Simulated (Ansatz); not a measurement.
A geometry of Zr away from equilibrium: step 2 of the relaxation of a relaxed Zr cell displaced along its unstable phonon at q = (½, ½, 0) of its primitive reciprocal cell (105i cm⁻¹), largest move 0.15 Å. These are r2SCAN (plane waves to 500 eV, PAW, scalar-relativistic; Ansatz, an electronic-structure program) values and carry that method's errors. Γ-centred k-mesh 11×11×11 on the run's cell (coarser than for final values), Fermi–Dirac smearing 0.05 eV.

```xyz
2
Lattice="5.7620 0.0000 0.0000 2.8810 2.8810 0.0000 0.0000 0.0000 2.9047" Properties=species:S:1:pos:R:3:forces:R:3 pbc="T T T" free_energy=-8388.680 pressure_GPa=-0.3
Zr     0.0000     0.0000     0.3453    0.0000    0.0000    1.5056
Zr     2.8810     0.0000    -0.3453    0.0000    0.0000   -1.5056
```

Positions in Å, forces in eV/Å, free energy of the cell in eV (comparable only within this code, potentials and settings). Largest force: 1.51 eV/Å, on Zr1, Zr2 (atoms numbered as listed); the geometry lies 0.63 eV/atom above the end of its relaxation.

No spin polarisation in the result.

The run could not lose the symmetry of its start, so the end can be a saddle point.

The end of the path is a generated cell of Zr: the first start was made by placing the elements on the sites of a structure type, and the end was not matched to a known phase here, so it may be hypothetical. Known forms of Zr include space group No. 194.
